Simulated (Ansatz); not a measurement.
Input file for Ansatz (a first-principles code):

Ansatz 0.2 input:
```yaml
crystal:
  lattice:
    - [3.2921944973, 0.0, 0.0]
    - [0.0, 5.677783309, 0.0]
    - [0.0, 0.0, 3.7063915929]
  atoms:
    - { symbol: Sn, position: [0.0, 0.2359165957, 0.5347090729] }
    - { symbol: Sn, position: [0.5, 0.7640834043, 0.0347090729] }
    - { symbol: O, position: [0.0, 0.8820657366, 0.7152909271] }
    - { symbol: O, position: [0.5, 0.1179342634, 0.2152909271] }
kpoints:
  mp_grid: { grid: [9, 4, 6] }
hamiltonian:
  xc: lda
  pseudopotentials: { kind: paw }
scf:
  occupations: { method: fixed }
phonons:
  method: dfpt
  response_accuracy: low
  qmesh: [3, 2, 3]
  interpolated_qmesh: [16, 10, 15]
  dielectric: true
  rigid_motions: translations
  temperatures: { t_max: 1000, t_step: 50 }
  qpath:
    path:
      - [[0.0, 0.0, 0.0], [0.5, 0.0, 0.0], [0.5, 0.5, 0.0], [0.0, 0.5, 0.0], [0.0, 0.0, 0.0], [0.0, 0.0, 0.5], [0.5, 0.0, 0.5], [0.5, 0.5, 0.5], [0.0, 0.5, 0.5], [0.0, 0.0, 0.5]]  # Γ-X-S-Y-Γ-Z-U-R-T-Z
      - [[0.5, 0.0, 0.0], [0.5, 0.0, 0.5]]  # X-U
      - [[0.0, 0.5, 0.0], [0.0, 0.5, 0.5]]  # Y-T
      - [[0.5, 0.5, 0.0], [0.5, 0.5, 0.5]]  # S-R
    npoints: 7
```

Output (shortened):

```
WARN phonons: the dynamical matrix that this run interpolates holds no multipole term above the dipole-dipole one, and a site of this crystal is no centre of …
Pseudopotential: Sn, paw, valence charge 14
Pseudopotential: O, paw, valence charge 6
Functional definition: SPW92
Crystal: 4 atoms, lattice volume = 69.281 Å³
Basis set: ecut = 420 eV, 1377 PW (Γ), exchange–correlation on 48×80×60 points (8 copies of the dense FFT grid, shifted against one another)
Bands: 24, of which v1, the nominal top of the filled ones, is band 20 counted from 1 (19 counted from 0)
Symmetry: 4 space group operations
k-points: 110 of 216 (irreducible under 1 space group operation, time reversal used)
SCF 1 converged in 9 iterations: F = -12869.403424 eV  dr2 = 2.75e-11
── the response to a field inside a basis, on 12×8×10 k-points: an SCF that follows is theirs, and a resumed run solves both again ──
Crystal: 4 atoms, lattice volume = 69.281 Å³
Bands: 21, of which v1, the nominal top of the filled ones, is band 20 counted from 1 (19 counted from 0)
k-points: 120 of 960 (time reversal used)
SCF 1 converged in 5 iterations: F = -12869.404689 eV  dr2 = 2.04e-8
WARN: field response: ε∞ stands inside a basis, on 12×8×10 points …
WARN: on the 16×10×15 q-mesh 1 entry of the irreducible table, 8.333e-4 modes per cell, the lowest at -6.99 cm⁻¹, stands at or below zero and is read as no …
SCF converged after 9 iterations
Free energy (F): -12869.403424 eV
Harris-Foulkes:  -12869.403424 eV  (|F-HF|=0.00e0)
Internal energy: -12869.403424 eV  (E = F + TS)
E sigma→0 (E₀):  -12869.403424 eV
Fermi energy:    8.978850 eV
--- Per-component energies (eV) ---
  E_band       = -192.952803
  E_kinetic    = 724.413414
  E_local      = -2679.613790  (includes V_loc(G=0)·N_el)
  E_nonlocal   = 44.645088
  E_hartree    = 1442.019635
  E_xc         = -903.441552
  E_vxc        = -384.069785  (∫ρ·V_xc dr)
  E_paw        = -8283.251452  (= ΣΔE_a)
  E_vpaw       = -782.371961  (= ΣTr[D̂ρ^β])
  E_aug_tail   = 0.004915  (compensation charges beyond the density's cutoff)
  E_ewald      = -3215.223323
  E_core_change = 1.043639  (= ΣΔE_core)
  E_smearing   =  0.000000  (= −TS)
  E_closure    = 0.000000  (closes the sum)
  Σ components = -12869.403424   (vs F -12869.403424, Δ=0.00e0)
--- Band table (eV; the first three rows and the last of 110) ---
  k-point 0: bands = ["-12.2761", "-11.9054", "-11.8255", "-11.7547", "-11.7288", "-11.7261", "-11.6775", "-11.6751", "-11.6052", "-11.6005", "-10.2172", "-7.9258", "1.3335", "2.5740", "4.4844", "4.6286", "4.9401", "6.1323", "6.5858", "8.9789", "12.2320", …
  k-point 1: bands = ["-12.2603", "-11.9382", "-11.8093", "-11.7585", "-11.7394", "-11.7351", "-11.6740", "-11.6678", "-11.6171", "-11.6045", "-10.0260", "-8.0474", "1.2520", "2.6166", "4.0762", "4.7654", "5.1272", "6.0848", "7.0004", "8.6165", "12.1084", …
  k-point 2: bands = ["-12.2128", "-12.0309", "-11.7779", "-11.7648", "-11.7524", "-11.7481", "-11.6613", "-11.6516", "-11.6303", "-11.6160", "-9.5472", "-8.4071", "1.2254", "2.2073", "4.1647", "5.1211", "5.3974", "5.9041", "7.4528", "7.7961", "11.4571", …
  k-point 109: bands = ["-12.2569", "-12.2171", "-11.7647", "-11.7613", "-11.7182", "-11.7104", "-11.7021", "-11.6845", "-11.5955", "-11.5879", "-8.6095", "-8.2459", "1.0456", "1.4625", "4.0669", "4.5083", "5.8753", "6.0710", "7.4553", "8.0910", "10.9385", …
--- Phonons (Γ-DFPT): 6 representative perturbations + reference, on 110 of 216 k-points (Σ response iterations 18) ---
  ASR residual: 2.791e-4 → 0.000e0 eV/Å²; symmetrization residual: 4.026e-5 eV/Å²
  ASR residual per site (eV/Å²): 8.94e-5 8.94e-5 2.79e-4 2.79e-4
  Γ frequencies (cm⁻¹): 0.00 0.00 0.00 100.13 123.31 164.34 248.13 322.05 332.32 420.43 479.27 479.69
  ε∞ (high-frequency dielectric tensor):
        8.795331     0.000000     0.000000
        0.000000     7.331067     0.000000
        0.000000     0.000000     7.173275
  ε⁰ (static dielectric tensor: ions relaxed, cell fixed):
       18.019078     0.000000     0.000000
        0.000000    12.580674     0.000000
        0.000000     0.000000    17.164872
  ε⁰ − ε∞ (ionic part):
        9.223747     0.000000     0.000000
        0.000000     5.249607     0.000000
        0.000000     0.000000     9.991597
  softest optical mode at Γ: 100.13 cm⁻¹; the repairs (sum rule, projections) moved no ω² at Γ by more than (3.69 cm⁻¹)²
  Born effective charges Z* (e; rows j = field, columns β = displacement):
    site 0:
         3.08140    0.00000    0.00000
         0.00000    3.06977    0.14618
         0.00000   -0.43492    2.55770
    site 1:
         3.08140    0.00000    0.00000
         0.00000    3.06977   -0.14618
         0.00000    0.43492    2.55770
    site 2:
        -3.08140    0.00000    0.00000
         0.00000   -3.06977    0.78281
         0.00000    1.15924   -2.55770
    site 3:
        -3.08140    0.00000    0.00000
         0.00000   -3.06977   -0.78281
         0.00000   -1.15924   -2.55770
  Z* charge neutrality: 1.546e-3 e pre-enforcement
  solved inside a basis spanned on kpoints, on 12×8×10 k-points, its susceptibility summed on 16×10×14 …
  optical modes at Γ without the LO–TO term, one row a degenerate level:
      ω (cm⁻¹)  modes    IR ((D/Å)²/amu)
        100.13      1             0.0000
        123.31      1             0.0008
        164.34      1             4.7583
        248.13      1             4.9464
        322.05      1            31.0746
        332.32      1             6.0572
        420.43      1             0.0000
        479.27      1            26.5580
        479.69      1            15.6541
  optical modes at Γ + LO–TO along q̂ = [1.0000, 0.0000, 0.0000]:
      ω (cm⁻¹)  modes    IR ((D/Å)²/amu)
        100.13      1             0.0000
        123.31      1             0.0008
        164.34      1             4.7583
        248.13      1             4.9464
        332.32      1             6.0572
        420.43      1             0.0000
        460.96      1            31.0746
        479.27      1            26.5580
        479.69      1            15.6541
  optical modes at Γ + LO–TO along q̂ = [0.0000, 1.0000, 0.0000]:
      ω (cm⁻¹)  modes    IR ((D/Å)²/amu)
        100.13      1             0.0000
        123.32      1             0.0003
        164.34      1             4.7583
        248.13      1             4.9464
        322.05      1            31.0746
        350.54      1             1.3684
        420.43      1             0.0000
        479.69      1            15.6541
        595.16      1            31.2474
  optical modes at Γ + LO–TO along q̂ = [0.0000, 0.0000, 1.0000]:
      ω (cm⁻¹)  modes    IR ((D/Å)²/amu)
        100.13      1             0.0000
        123.31      1             0.0008
        190.63      1             0.8643
        285.15      1             3.6158
        322.05      1            31.0746
        332.32      1             6.0572
        420.43      1             0.0000
        479.27      1            26.5580
        556.65      1            20.8787
  non-analytic LO–TO correction: the dipole-dipole term of the run's Born effective charges and high-frequency dielectric tensor (where they are solved with …
--- Phonons (arbitrary-q DFPT): 8 irreducible q on the 3×2×3 mesh ---
  q = [0.0000, 0.0000, 0.0000] (star 1, of the zone-centre solve; hermiticity 5.93e-6, symmetrization 9.83e-7):  0.00  0.00 0.00 100.13 123.31 164.34 248.13 322.05 332.32 420.43 479.27 479.69
  q = [0.0000, 0.0000, 0.3333] (star 2, 6 solved perturbations on 120 of 216 k-point pairs; hermiticity 4.51e-6, symmetrization 3.93e-13): 45.21 50.11 57.99 83.86 145.19 169.49 278.58 292.75 364.82 407.66 504.05 542.81
  q = [0.0000, -0.5000, 0.0000] (star 1, 6 solved perturbations on 70 of 216 k-point pairs; hermiticity 5.31e-6, symmetrization 2.09e-13): 19.53 31.69 50.56 97.16 118.76 164.13 245.48 322.28 350.09 418.25 478.39 594.48
  q = [0.0000, -0.5000, 0.3333] (star 2, 6 solved perturbations on 120 of 216 k-point pairs; hermiticity 6.64e-6, symmetrization 5.28e-13): 45.92 51.74 55.47 82.35 151.01 161.60 278.62 288.69 365.24 407.55 503.73 538.69
  q = [0.3333, 0.0000, 0.0000] (star 2, 6 solved perturbations on 126 of 216 k-point pairs; hermiticity 7.03e-6, symmetrization 1.25e-11): 51.11 57.89 101.18 112.70 169.57 170.73 274.04 300.78 401.64 414.25 486.92 512.65
  q = [0.3333, 0.0000, 0.3333] (star 4, 6 solved perturbations on 216 of 216 k-point pairs: no pair is spared here; hermiticity 7.60e-6, symmetrization 4.63e-13): 69.29 69.81 107.61 112.97 159.25 160.19 253.21 293.28 387.20 417.43 468.20 486.36
  q = [0.3333, -0.5000, 0.0000] (star 2, 6 solved perturbations on 126 of 216 k-point pairs; hermiticity 8.34e-6, symmetrization 1.75e-11): 53.42 66.84 101.88 110.66 164.89 173.17 273.16 303.43 396.27 412.58 492.59 508.54
  q = [0.3333, -0.5000, 0.3333] (star 4, 6 solved perturbations on 216 of 216 k-point pairs: no pair is spared here; hermiticity 7.16e-6, symmetrization 2.52e-13): 72.30 74.04 106.16 118.25 157.43 157.56 254.10 301.26 384.50 413.14 482.09 491.77
  sum rule: each row above includes the acoustic sum rule's correction from the zone centre's row sums; it moved no ω² by more than (2.25 cm⁻¹)²
  mesh force constants: q→R imaginary residual 1.26e-16; ASR residual 2.791e-4 → 0.000e0 eV/Å²; symmetrization residual 8.882e-16 eV/Å²
  interpolated dispersion: 89 rows × 12 modes
  density of states and harmonic sums: on the 16×10×15 q-mesh, interpolated from the force constants of a 3×2×3 supercell (with the dipole–dipole term)
  largest difference from the sums on the solved wave vectors: F 4.89e-2 eV, S 6.32e-5 and C_V 1.41e-5 eV/K
  zero-point energy: 0.185009 eV/cell   skipped modes (ω ≤ 0): 4, of them read as no rigid motion or as one in doubt …
```

Cost: about 11 core-minutes (a rough figure) on shared cores.

Space group Pmn2_1. The workflow started from a Materials Project entry (that database holds measured and hypothetical structures alike); the Crystallography Open Database copy checked does not list it. It is not the phase usual at ambient conditions (space group No. 129). The cell was relaxed with LDA under the symmetry of its start. A crystal of weakly bound layers computed without a dispersion correction: the cell and the soft elastic constants depend strongly on that. Scalar-relativistic: spin–orbit coupling is off unless named, which matters more the heavier the elements.

Potentials: the later of the program's two PAW sets.

Ansatz is a plane-wave DFT program.
